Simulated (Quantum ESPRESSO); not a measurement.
## BSi3C3N (input and log of a self-consistent run)

A calculation, not a measurement. The program is pw.x of Quantum ESPRESSO 7.5 (plane-wave density functional theory). The cell is made up: 8 atoms on a zincblende/diamond lattice, with randomly drawn elements, strain and displacements, not relaxed. PseudoDojo standard norm-conserving files (v0.5 for PBE, v0.4.1 for LDA and PBEsol) set the functional; there is no spin polarisation, spin-orbit coupling or dispersion term, and the masses in the input are unused placeholders.

Input:

```
&control calculation='scf', pseudo_dir='./dojo.nc.sr.pbe.v0_5.standard.upf', outdir='./o', disk_io='medium', tprnfor=.true., tstress=.true. /
&system ibrav=0, nat=8, ntyp=4, nbnd=22, ecutwfc=84.00895049, nosym=.true., tot_charge=0,
 occupations='smearing', smearing='fd', degauss=0.0018374661
/
&electrons conv_thr=7.350e-09, electron_maxstep=60, /
ATOMIC_SPECIES
B 1.0 B.upf
C 1.0 C.upf
N 1.0 N.upf
Si 1.0 Si.upf
CELL_PARAMETERS angstrom
4.4354 -0.019 0.0536
-0.019 4.3256 0.0028
0.0536 0.0028 4.4376
ATOMIC_POSITIONS angstrom
B -0.0218 -0.1231 0.0001
Si 0.1269 2.151 2.21
Si 2.2787 -0.1169 2.3495
Si 2.1732 2.1637 0.012
C 1.1437 1.0303 1.0845
C 1.057 3.2226 3.1926
C 3.3754 1.1011 3.3497
N 3.3381 3.1523 1.1102
K_POINTS automatic
4 4 4 1 1 1
```

The log is shortened where brackets say so; the opening notice, blank lines, dates and the lines on written files are dropped, and the path of the files is cut. It prints rydbergs, bohrs and kilobars, and counts compression as positive stress. With no partly filled state, the Fermi energy that it prints is only some level between the filled and the empty states on the mesh, and need not lie in the true gap.

```
     Program PWSCF v.7.5
     Parallel version (MPI & OpenMP), running on       1 processor cores
     Number of MPI processes:                 1
     Threads/MPI process:                     1
     [start-up lines left out]
     bravais-lattice index     =            0
     lattice parameter (alat)  =       8.3824  a.u.
     unit-cell volume          =     574.4499 (a.u.)^3
     number of atoms/cell      =            8
     number of atomic types    =            4
     number of electrons       =        32.00
     number of Kohn-Sham states=           22
     kinetic-energy cutoff     =      84.0090  Ry
     charge density cutoff     =     336.0358  Ry
     scf convergence threshold =      7.3E-09
     mixing beta               =       0.7000
     number of iterations used =            8  plain     mixing
     Exchange-correlation= PBE
                           (   1   4   3   4   0   0   0)
     [axes and pseudopotential details left out]
   Cartesian axes
     site n.     atom                  positions (alat units)
         1        B      tau(   1) = (  -0.0049146  -0.0277517   0.0000225  )
         2        Si     tau(   2) = (   0.0286084   0.4849220   0.4982230  )
         3        Si     tau(   3) = (   0.5137108  -0.0263540   0.5296719  )
         4        Si     tau(   4) = (   0.4899268   0.4877851   0.0027053  )
         5        C      tau(   5) = (   0.2578360   0.2322711   0.2444900  )
         6        C      tau(   6) = (   0.2382904   0.7265038   0.7197406  )
         7        C      tau(   7) = (   0.7609511   0.2482323   0.7551573  )
         8        N      tau(   8) = (   0.7525422   0.7106554   0.2502838  )
     number of k points=    32  Fermi-Dirac smearing, width (Ry)=  0.0018
                       cart. coord. in units 2pi/alat
        k(    1) = (   0.1240705   0.1286486   0.1233685), wk =   0.0625000
        k(    2) = (   0.1210494   0.1284736   0.3733017), wk =   0.0625000
     [further k points left out]
     Dense  grid:    59753 G-vectors     FFT dimensions: (  50,  48,  50)
     Estimated max dynamical RAM per process >      67.81 MB
     Initial potential from superposition of free atoms
     starting charge      31.9978, renormalised to      32.0000
     Starting wfcs are   32 randomized atomic wfcs
     total cpu time spent up to now is        3.1 secs
     per-process dynamical memory:    42.9 Mb
     Self-consistent Calculation
     iteration #  1     ecut=    84.01 Ry     beta= 0.70
     Davidson diagonalization with overlap
     ethr =  1.00E-02,  avg # of iterations =  3.1
     total cpu time spent up to now is        8.5 secs
     total energy              =     -87.57096941 Ry
     estimated scf accuracy    <       1.50922416 Ry
     iteration #  2     ecut=    84.01 Ry     beta= 0.70
     Davidson diagonalization with overlap
     ethr =  4.72E-03,  avg # of iterations =  2.1
     total cpu time spent up to now is       13.2 secs
     total energy              =     -88.01684519 Ry
     estimated scf accuracy    <       0.81206749 Ry
     iteration #  3     ecut=    84.01 Ry     beta= 0.70
     Davidson diagonalization with overlap
     ethr =  2.54E-03,  avg # of iterations =  2.0
     total cpu time spent up to now is       17.5 secs
     total energy              =     -88.13130091 Ry
     estimated scf accuracy    <       0.02756296 Ry
     iteration #  4     ecut=    84.01 Ry     beta= 0.70
     Davidson diagonalization with overlap
     ethr =  8.61E-05,  avg # of iterations =  7.6
     total cpu time spent up to now is       25.0 secs
     total energy              =     -88.14812456 Ry
     estimated scf accuracy    <       0.00553205 Ry
     iteration #  5     ecut=    84.01 Ry     beta= 0.70
     Davidson diagonalization with overlap
     ethr =  1.73E-05,  avg # of iterations =  5.7
     total cpu time spent up to now is       30.2 secs
     total energy              =     -88.14855214 Ry
     estimated scf accuracy    <       0.00192536 Ry
     [iterations 6 to 7 left out]
     iteration #  8     ecut=    84.01 Ry     beta= 0.70
     Davidson diagonalization with overlap
     ethr =  2.59E-08,  avg # of iterations =  4.4
     total cpu time spent up to now is       47.6 secs
     total energy              =     -88.14874754 Ry
     estimated scf accuracy    <       0.00000972 Ry
     iteration #  9     ecut=    84.01 Ry     beta= 0.70
     Davidson diagonalization with overlap
     ethr =  2.59E-08,  avg # of iterations =  2.0
     total cpu time spent up to now is       52.2 secs
     total energy              =     -88.14874892 Ry
     estimated scf accuracy    <       0.00000026 Ry
     iteration # 10     ecut=    84.01 Ry     beta= 0.70
     Davidson diagonalization with overlap
     ethr =  8.09E-10,  avg # of iterations =  5.0
     total cpu time spent up to now is       59.3 secs
     total energy              =     -88.14874911 Ry
     estimated scf accuracy    <       0.00000029 Ry
     iteration # 11     ecut=    84.01 Ry     beta= 0.70
     Davidson diagonalization with overlap
     ethr =  8.09E-10,  avg # of iterations =  2.0
     total cpu time spent up to now is       65.2 secs
     total energy              =     -88.14874913 Ry
     estimated scf accuracy    <       0.00000003 Ry
     iteration # 12     ecut=    84.01 Ry     beta= 0.70
     Davidson diagonalization with overlap
     ethr =  8.94E-11,  avg # of iterations =  2.3
     total cpu time spent up to now is       70.7 secs
     End of self-consistent calculation
          k = 0.1241 0.1286 0.1234 (  7455 PWs)   bands (ev):
    -8.1159  -4.9143  -2.5883  -1.9928   0.4911   0.9808   1.4219   3.2186
     3.6566   4.3685   4.7209   4.9382   5.8600   6.4400   7.6480   8.0820
     9.8865  10.4814  11.5460  12.4102  13.3216  13.5342
     [levels at the other k points left out]
     the Fermi energy is     8.6373 ev
!    total energy              =     -88.14874913 Ry
     estimated scf accuracy    <          2.3E-09 Ry
     smearing contrib. (-TS)   =      -0.00000000 Ry
     internal energy E=F+TS    =     -88.14874913 Ry
     The total energy is F=E-TS. E is the sum of the following terms:
     one-electron contribution =      13.44908507 Ry
     hartree contribution      =      12.29899026 Ry
     xc contribution           =     -30.57351801 Ry
     ewald contribution        =     -83.32330645 Ry
     convergence has been achieved in  12 iterations
     Forces acting on atoms (cartesian axes, Ry/au):
     atom    1 type  1   force =     0.01511617    0.06892921   -0.02079983
     atom    2 type  4   force =    -0.10455966   -0.11968929   -0.07056879
     atom    3 type  4   force =     0.03078856    0.13241251   -0.10765775
     atom    4 type  4   force =     0.01396760   -0.05317484   -0.02820360
     atom    5 type  2   force =    -0.02808048   -0.05550024   -0.00522481
     atom    6 type  2   force =     0.02626261    0.04384941    0.20533779
     atom    7 type  2   force =     0.01996253   -0.06735047    0.03647791
     atom    8 type  3   force =     0.02654269    0.05052371   -0.00936093
     Total force =     0.357522     Total SCF correction =     0.000027
     Computing stress (Cartesian axis) and pressure
          total   stress  (Ry/bohr**3)                   (kbar)     P=     -185.56
  -0.00129829   0.00040995  -0.00025040         -190.99       60.31      -36.84
   0.00040995  -0.00104348   0.00006462           60.31     -153.50        9.51
  -0.00025040   0.00006462  -0.00144245          -36.84        9.51     -212.19
     init_run     :      2.92s CPU      3.07s WALL (       1 calls)
     electrons    :     56.96s CPU     67.60s WALL (       1 calls)
     forces       :      0.80s CPU      0.81s WALL (       1 calls)
     stress       :      3.09s CPU      3.11s WALL (       1 calls)
     [timing details left out]
     PWSCF        :   1m 3.86s CPU   1m14.72s WALL
     JOB DONE.
```

In other units: free energy -1199.325 eV for the cell, pressure -18.56 GPa, largest force component 5.279 eV/Å. A rerun of a related cell, with the same atoms placed differently, at 1437 eV and a 6 x 6 x 6 mesh moved values by no more than 0.005 eV in energy, 0.04 GPa in stress and 0.003 eV/Å in force.